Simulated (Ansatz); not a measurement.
ZnAg:
```
CELL_PARAMETERS angstrom
      3.05465     0.00000     0.00000
      0.00000     3.05465     0.00000
      0.00000     0.00000     3.32161
ATOMIC_POSITIONS crystal
  Zn 0.50000 0.50000 0.50000
  Ag 0.00000 0.00000 0.00000
```

Relaxed with r²SCAN.

**Question.** Give the Bader charges and basin volumes of the independent atoms, r²SCAN in the plane-wave PAW code Ansatz.

**Answer.** 

```json
[
 {"atom": "Zn1", "Bader charge (e)": "+0.30", "Bader volume (Å³)": "13.2"},
 {"atom": "Ag2", "Bader charge (e)": "-0.30", "Bader volume (Å³)": "17.8"}
]
```

Space group P4/mmm (L1₀ or tetragonal B2). The first step of the workflow began from a Materials Project structure, measured or hypothetical; the Crystallography Open Database copy checked does not list it. COD files the formula under space group No. 221. Whether it is the stable phase at ambient conditions was not checked. The cell keeps a stress of up to 0.2 GPa. The cell was relaxed with r²SCAN under the symmetry of its start; whether a distortion lowers the energy is not shown. No spin polarisation was allowed.

Potentials: the later of the program's two PAW sets.
